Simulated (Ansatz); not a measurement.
**Vibrational response of Mg$_{3}$MnP$_{3}$**

Computed with DFT PBE, scalar-relativistic, plane waves, PAW in Ansatz. Settings: 420 eV plane-wave cutoff, Γ-centred 6×6×6 mesh, Gaussian smearing of 0.10 eV. Collinear spin, site moments 0.0, 0.0, 0.0, 3.6, -0.1, -0.1, -0.1 μB. Phonons by linear response, acoustic sum rule imposed.

Equilibrium structure at this level:
```
Mg Mn P
1.0
     5.15608    0.00000    0.00000
     0.00000    5.15608    0.00000
     0.00000    0.00000    5.15608
Mg Mn P
3 1 3
Direct
  0.00000 0.50000 0.50000
  0.50000 0.00000 0.50000
  0.50000 0.50000 0.00000
  0.00000 0.00000 0.00000
  0.50000 0.00000 0.00000
  0.00000 0.50000 0.00000
  0.00000 0.00000 0.50000
```

The cell was found from a structure generator's guess, not taken from experiment. In a metal, frequencies depend on the k mesh and the smearing, soft modes most.

(1) Is this structure stable against zone-centre distortions?

(2) List the optical modes at Γ (i marks imaginary ones).

## Answers

(1) Yes, at Γ: no optical mode is imaginary. Strains and other wave vectors aren't tested by this run.

(2)
```
frequency (meV)  degeneracy
            4.4           3
            5.4           3
           16.2           3
           20.6           3
           40.8           3
           42.3           3
```
